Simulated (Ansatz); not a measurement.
In2Bi in space group P6_3/mmc (No. 194; In on 2a, In on 2d, Bi on 2c), PBEsol in the plane-wave PAW code Ansatz, all energies at zero smearing, with the estimated change up to a 700 eV cutoff added, with one set of potentials and settings (totals compare only within such a set). Cell of 6 atoms (4 In, 2 Bi): -46585.617 eV.

```tsv
element	reference phase	E (eV/atom)
In	I4/mmm, 1 atoms in the cell	-5525.4106
Bi	R-3m, 2 atoms in the cell	-12242.0039
```

Formation energy per atom, worked out: (-46585.617 − 4×(-5525.4106) − 2×(-12242.0039))/6 = 0.006 eV/atom (1 kJ per mol of atoms), at 0 K, without zero-point energy or fitted corrections.

The first step of the workflow began from a Materials Project structure, measured or hypothetical; the Crystallography Open Database files this formula in space group No. 194, but the cells were not matched. Its standing as an ambient phase is unchecked. The PBEsol relaxation kept the symmetry of its start; of distortions, only those at the zone centre were tested. The references are the lowest solids computed at this level, not always the standard phases. Scalar-relativistic: spin–orbit coupling is off unless named, which matters more the heavier the elements.

Potentials: the later of the program's two PAW sets.
